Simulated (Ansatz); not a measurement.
Rb$_{2}$AgSbCl$_{6}$:
Space group Fm-3m (No. 225); a = 10.6285 Å, b = 10.6285 Å, c = 10.6285 Å, α = 90.00°, β = 90.00°, γ = 90.00°

```csv
atom,site,symmetry,x,y,z
Rb,8c,-43m,0.2500,0.2500,0.2500
Ag,4b,m-3m,0.5000,0.5000,0.5000
Sb,4a,m-3m,0.0000,0.0000,0.0000
Cl,24e,4m.m,0.0000,0.0000,0.2486
```
(The calculation used a cell of 10 atoms; values per cell refer to that cell.)

Relaxed with r²SCAN. DFT-r²SCAN in the program Ansatz with PAW potentials gives a gap of 1.60 eV.

Question: What gap does HSE06 give on the same cell (Ansatz, PAW)?

Answer: 2.16 eV, 0.56 eV more. The hybrid was solved on a coarser mesh and at special points; its gap is the smallest among all of these.

| k | v1 r²SCAN | c1 r²SCAN | v1 HSE06 | c1 HSE06 |
|---|---|---|---|---|
| Γ | -1.27 | 2.50 | … | … |
| X | 0.00 | 2.94 | … | … |
| L | -1.41 | 1.60 | -1.37 | 2.16 |
| W | -0.14 | 2.78 | … | … |
| K | -0.22 | 2.51 | … | … |

Question: Top valence (v1) and lowest conduction level (c1) in eV from each method's valence maximum (which need not be a listed point): supply the withheld HSE06 values.

Answer: 
- X, v1 HSE06: 0.00
- X, c1 HSE06: 3.53
- W, v1 HSE06: -0.15
- W, c1 HSE06: 3.38
- Γ, v1 HSE06: -1.52
- Γ, c1 HSE06: 3.06
- K, v1 HSE06: -0.22
- K, c1 HSE06: 3.10

Cost on shared cores: the r²SCAN run (SCF on a 5×5×5 mesh, then bands and DOS) about 2.9 core-minutes (a rough figure), the HSE06 run (SCF on 3×3×3, then a few points) very roughly 5 core-minutes; the tasks are unlike.

The first step of the workflow began from a Materials Project structure, measured or hypothetical; the Crystallography Open Database copy checked does not list it. Whether it is the stable phase at ambient conditions was not checked. The r²SCAN relaxation kept the symmetry of its start; whether a distortion lowers the energy is not shown. No spin polarisation was allowed. Spin–orbit coupling is left out wherever it is not named.

Potentials: the later of the program's two PAW sets.
